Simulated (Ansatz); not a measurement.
A geometry of Sn away from equilibrium: the start of the relaxation of a relaxed Sn cell, doubled along one cell vector, shaken by Gaussian noise of σ = 0.08 Å a coordinate. Calculation: PBE (plane waves to 420 eV, PAW, scalar-relativistic; Ansatz, a program for electronic structure). Γ-centred k-mesh 11×11×2 on the run's cell (coarser than for final values), Fermi–Dirac smearing 0.05 eV.

```xyz
8
Lattice="3.3699 0.0000 0.0000 -1.6849 2.9184 0.0000 0.0000 0.0000 22.7197" Properties=species:S:1:pos:R:3 pbc="T T T"
Sn     0.0345     0.0888    -0.0553
Sn     0.1932     0.0780    11.2997
Sn    -0.1135     0.0897     5.6160
Sn     0.0937    -0.1271    17.2016
Sn    -0.0119     1.9223     2.8634
Sn    -0.1187     1.9714    14.1073
Sn     1.6933     0.8519     8.6196
Sn     1.7031     0.9964    19.8653
```

Question: Give the Cartesian forces on all atoms (eV/Å).

Answer: 
| atom | Fx | Fy | Fz |
|---|---|---|---|
| Sn1 | 0.00 | 0.00 | 0.14 |
| Sn2 | -0.07 | -0.03 | 0.18 |
| Sn3 | 0.03 | -0.01 | 0.12 |
| Sn4 | 0.01 | 0.04 | -0.36 |
| Sn5 | -0.02 | 0.01 | -0.09 |
| Sn6 | 0.01 | 0.00 | 0.15 |
| Sn7 | 0.04 | 0.03 | -0.28 |
| Sn8 | 0.00 | -0.03 | 0.14 |

Question: What is the pressure?

Answer: +0.2 GPa, compression positive.

No spin polarisation in the result.

The end of the path is a generated cell of Sn: the first start was made by placing the elements on the sites of a structure type, and the end was not matched to a known phase here, so it may be hypothetical. Known forms of Sn include space group No. 141, 227.
